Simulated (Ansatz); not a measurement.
**Mg2MnCr3S8: Coordination and 33S quadrupole coupling**

Cell: a computed structure from the Materials Project (it need not be an observed phase).

Space group R-3m:H (No. 166); a = 7.2520, c = 17.7028 Å, γ = 120.00°.

| site | Wyckoff | site symmetry | x | y | z |
| --- | --- | --- | --- | --- | --- |
| Mg | 6c | 3m | 0.0000 | 0.0000 | 0.8757 |
| Mn | 3b | -3m | 0.0000 | 0.0000 | 0.5000 |
| Cr | 9e | .2/m | 0.1667 | 0.3333 | 0.3333 |
| S7 | 6c | 3m | 0.0000 | 0.0000 | 0.7365 |
| S8 | 18h | .m | 0.8495 | 0.6991 | 0.4106 |

One atom of each set is listed; the run and its k-mesh use a cell of 14 atoms with edges of 7.24, 7.24, 7.24 Å.

The numbers come from a DFT calculation in Ansatz (r2SCAN, plane waves and PAW, scalar-relativistic, collinear spin, 500 eV cutoff, Γ-centred 6×6×6 k-points, Fermi–Dirac smearing 0.05 eV). Start moments as typed (μB): 4 on each Mn, 3 on each Cr, none on the rest.

Q(33S) = -69.40 mb.

**Question.** Rank these S sites by |C_Q|, smallest first.
A. S8: 2 Cr at 2.42 Å, 1 Mg at 2.44 Å, 1 Mn at 2.46 Å
B. S7: 3 Cr at 2.43 Å, 1 Mg at 2.46 Å

**Answer.** B (1.27 MHz, η = 0.00), A (1.47 MHz, η = 0.50).

An axis of threefold or higher order runs through S7, so V_zz lies along it and η is zero.

The largest force is 0.3 eV/Å, so the atoms aren't at the calculated equilibrium and relaxing them would move these values. The program didn't check the stability of this electronic state in full, so a lower one may lie near. The run finds no gap above 0.1 eV (a metal, or nearly one), so the gradients can move by 10 % or more with the k-mesh. Semilocal functionals can leave a metal where correlation in the d or f shell opens a gap in the real compound, and that would change the values at and beside Cr and Mn. All moments are parallel here, as the start or the cell imposes; many such compounds order antiparallel, where fields and spin densities carried over to other atoms largely cancel. The magnetic order is the one that the run reached from its start moments, not necessarily the measured one.
